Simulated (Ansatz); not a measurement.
**6 guesses for Nb2Si2O and where they end**

Computed with DFT PBE, scalar-relativistic, plane waves, PAW (Ansatz 0.2.0). All cells share a 420 eV cutoff and Γ-centred k meshes spaced at most about 0.3 Å⁻¹ (about 0.25 or finer for metals, 2π included). No spin polarisation in the final relaxations.

Each guess was relaxed in cell and atoms at zero pressure, within the symmetry of its start. Temperature and zero-point effects are left out. Coordination counts Nb or Si atoms around O (for each partner element, those within 1.25 times its shortest distance or 1.15 times the sum of covalent radii, where it is the nearest in units of that sum or under 1.3).

```csv
guess,made from,start group,V start (Å³/atom),end group,V end (Å³/atom),coordination at the end,gap on mesh (eV),E over the lowest end (meV/atom)
1,random cell,Cmmm,14.3,Cmmm,14.1,O 6,0,218
2,NdCo2B2 type,I4/mmm,14.1,?,?,?,?,?
3,random cell,P6mm,15.5,P6/mmm,17.4,O 6,0,908
4,random cell,P4/mmm,23.3,P4/mmm,19.3,O 4,0,775
5,TbAl2Ge2 type,P-3m1,15.5,P-3m1,14.4,O 6,0,0
6,ErSi2Os2 type,I4/mmm,13.8,I4/mmm,14.7,O 8,0,320
```

Guess 2 as it starts:

```yaml
crystal:
  lattice:
    - [-1.85859, 1.85859, 5.09044]
    - [1.85859, -1.85859, 5.09044]
    - [1.85859, 1.85859, -5.09044]
  atoms:
    - { symbol: Nb, position: [0.75000, 0.25000, 0.50000] }
    - { symbol: Nb, position: [0.25000, 0.75000, 0.50000] }
    - { symbol: Si, position: [0.37500, 0.37500, 0.00000] }
    - { symbol: Si, position: [0.62500, 0.62500, 0.00000] }
    - { symbol: O, position: [0.00000, 0.00000, 0.00000] }
```

Task: Predict the end of this guess and its energy over the lowest end.

Result: It ends in space group I4/mmm (No. 139), with a = 5.115 Å, c = 6.273 Å, 16.4 Å³/atom and no gap. It lies 0.56 eV/atom over the lowest end, above guess 6 and below guess 4. Counting Nb or Si atoms around O, this end has O 2 and the lowest (guess 5) has O 6. The lowest (guess 5) holds Si–Si nets (shortest 2.33 Å); in this end the shortest Si–Si distance is 2.72 Å, near bonding range too.

```yaml
crystal:
  lattice:
    - [-2.55758, 2.55758, 3.13643]
    - [2.55758, -2.55758, 3.13643]
    - [2.55758, 2.55758, -3.13643]
  atoms:
    - { symbol: Nb, position: [0.75000, 0.25000, 0.50000] }
    - { symbol: Nb, position: [0.25000, 0.75000, 0.50000] }
    - { symbol: Si, position: [0.28349, 0.28349, 0.00000] }
    - { symbol: Si, position: [0.71651, 0.71651, 0.00000] }
    - { symbol: O, position: [0.00000, 0.00000, 0.00000] }
```

Energies over the elements count from the elements' standard structures at the same level (O₂ as a molecule), with no fitted energy shifts.

Task: Is the lowest end bound against the elements?

Result: Yes: its formation energy is −0.54 eV/atom. It lies below the elements, which doesn't yet make it stable against other compounds or structures.

A magnetic state wasn't ruled out in cells without spin, among them P-3m1, Cmmm, P4/mmm. Cells relaxed within their symmetry can be saddle points; a later kick test found a lower structure for Nb2Si2O P-3m1. A lower structure may well exist outside this small set. Some types were kept out of the candidates beforehand, so the set may lack a known form.
